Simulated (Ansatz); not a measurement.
CdSiP2:
```cif
data_Cd2P4Si2
_chemical_formula_sum 'Cd2 Si2 P4'
_space_group_name_H-M_alt 'P 1'
_space_group_IT_number 1
_cell_length_a 6.66149
_cell_length_b 6.66149
_cell_length_c 6.66149
_cell_angle_alpha 129.112
_cell_angle_beta 129.112
_cell_angle_gamma 74.830
loop_
_space_group_symop_operation_xyz
  'x, y, z'
loop_
_atom_site_label
_atom_site_type_symbol
_atom_site_fract_x
_atom_site_fract_y
_atom_site_fract_z
_atom_site_occupancy
Cd1 Cd 0.75000 0.25000 0.50000 1
Cd2 Cd 0.00000 0.00000 0.00000 1
Si1 Si 0.25000 0.75000 0.50000 1
Si2 Si 0.50000 0.50000 0.00000 1
P1 P 0.17056 0.12500 0.54556 1
P2 P 0.57944 0.62500 0.45444 1
P3 P 0.37500 0.82944 0.95444 1
P4 P 0.87500 0.42056 0.04556 1
```

Relaxed with PBE. The program Ansatz at the PBE level (PAW) gives a gap of 1.42 eV.

Task: What gap does HSE06 give on the same cell (Ansatz, PAW)?

Result: 2.06 eV, 0.64 eV more. The hybrid was solved on a coarser mesh and at special points; the gap given is the minimum over both.

```
k   v1 PBE  c1 PBE  v1 HSE06  c1 HSE06
--  ------  ------  --------  --------
Γ     0.00    1.42      0.00      2.06
M    -0.71    1.97       [?]       [?]
X    -0.42    1.82       [?]       [?]
P    -0.73    2.45       [?]       [?]
N    -0.49    2.45     -0.51      3.25
S0   -0.19    1.78       [?]       [?]
R    -0.65    2.09     -0.69      2.89
```

Task: Top valence (v1) and lowest conduction level (c1) in eV from each method's valence maximum (which need not be a listed point): supply the withheld HSE06 values.

Result: 
- X, v1 HSE06: -0.47
- X, c1 HSE06: 2.63
- P, v1 HSE06: -0.79
- P, c1 HSE06: 3.25
- M, v1 HSE06: -0.79
- M, c1 HSE06: 2.65
- S0, v1 HSE06: -0.22
- S0, c1 HSE06: 2.48

Cost on shared cores: the PBE run (SCF on a 7×7×7 mesh, then bands and DOS) roughly 2.8 core-minutes, the HSE06 run (SCF on 4×4×4, then a few points) roughly 7 core-minutes; the tasks are unlike.

Space group I-42d (chalcopyrite). Symmetry was held in the PBE relaxation. Scalar-relativistic: spin–orbit coupling is off unless named, which matters more the heavier the elements.

Potentials: the later of the program's two PAW sets.
